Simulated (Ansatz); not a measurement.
Fe2O3 — ⁵⁷Fe Mössbauer parameters

Cell: a COD entry, ions relaxed with PBE at fixed cell.

```cif
data_structure
_symmetry_space_group_name_H-M 'P 1'
_symmetry_Int_Tables_number 1
_cell_length_a 5.4346
_cell_length_b 5.4346
_cell_length_c 5.4346
_cell_angle_alpha 55.228
_cell_angle_beta 55.228
_cell_angle_gamma 55.228
_cell_volume 100.91
loop_
_atom_site_label
_atom_site_type_symbol
_atom_site_fract_x
_atom_site_fract_y
_atom_site_fract_z
_atom_site_occupancy
Fe1 Fe 0.34632 0.34632 0.34632 1
Fe2 Fe 0.15368 0.15368 0.15368 1
Fe3 Fe 0.65368 0.65368 0.65368 1
Fe4 Fe 0.84632 0.84632 0.84632 1
O5 O 0.56481 0.93519 0.25000 1
O6 O 0.25000 0.56481 0.93519 1
O7 O 0.93519 0.25000 0.56481 1
O8 O 0.43519 0.06481 0.75000 1
O9 O 0.75000 0.43519 0.06481 1
O10 O 0.06481 0.75000 0.43519 1
```

Sites (sets of like atoms) are named by element and the number of their first atom in this list.

Level of theory: DFT, PBE+U (U = 4.0 eV on Fe d), plane waves and PAW, scalar-relativistic, collinear spin, 420 eV cutoff, Γ-centred 11×11×11 k-points, Fermi–Dirac smearing 0.05 eV (Ansatz 0.2.0). Start moments as typed (μB): 5 5 -5 -5 0 0 0 0 0 0 by atom. The program fits them to the shells of the files, so those used differ somewhat.

Isomer shifts (against α-Fe) follow from the electron density at the nucleus, δ = α(ρ − ρ₀), with α = -0.366 mm s⁻¹ a₀³ and ρ₀ = 14904.00 a₀⁻³ from a line fitted to 10 measured compounds at this level of theory (rms miss 0.11 mm/s). ΔE_Q = ½eQV_zz(1 + η²/3)^½ with Q = 0.160 b for the 14.4 keV state. B_c is the Fermi-contact field along the atom's own moment; orbital and dipolar fields are not included.

Q: Give the isomer shift and quadrupole splitting and contact field of each Fe site.

A: 

```
site       atoms         first shell  ρ − ρ₀ (a₀⁻³)  δ (mm/s)  ΔE_Q (mm/s)     η  |m| (μB)  B_c (T)
  Fe  1, 2, 3, 4  6 O at 1.98–2.07 Å          -0.99      0.36         0.08  0.00      3.84    -34.5
```

The shift of Fe is typical of high-spin Fe(III).

At this cell the PBE+U pressure is 10 GPa, so with PBE+U the cell would grow if it were relaxed. The entry's cell may itself be off. The largest force is 1.1 eV/Å, so the atoms aren't at the calculated equilibrium and relaxing them would move these values. Runs of this kind can end above the lowest electronic state. With these PAW files V_zz is typically within 2 to 3 % of all-electron values, but misses above 10 % occur on Fe. The magnetic order is the one that the run reached from its start moments, not necessarily the measured one; the program found signs of a lower order. Semilocal functionals underestimate the core's spin polarisation, so contact fields of ionic iron come out too small in magnitude.

The run took 91 s of wall time (5.6 min of CPU time) and 2 GiB at its peak, on 4 threads of Intel Xeon Platinum 8488C (Sapphire Rapids) (x86_64; 48 cores open to the job, memory cap 10.0 GiB, no GPU), a shared host with a load of 0.5 a core.
